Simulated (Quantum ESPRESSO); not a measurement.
```
SiC
1.0
    0.00000     2.16275     2.16275
    2.16275     0.00000     2.16275
    2.16275     2.16275     0.00000
C Si
1 1
Cartesian
  0.00000   0.00000   0.00000
  3.24412   3.24412   3.24412
```

Cell and atoms were relaxed with LDA from Materials Project entry mp-8062, within its symmetry.

Task: What does LDA (pw.x of Quantum ESPRESSO, ONCV potentials, scalar-relativistic) give for the electronic structure near the Fermi level?

Result: The LDA gap is indirect, 1.31 eV, from Γ to X; the smallest direct gap is 4.55 eV.
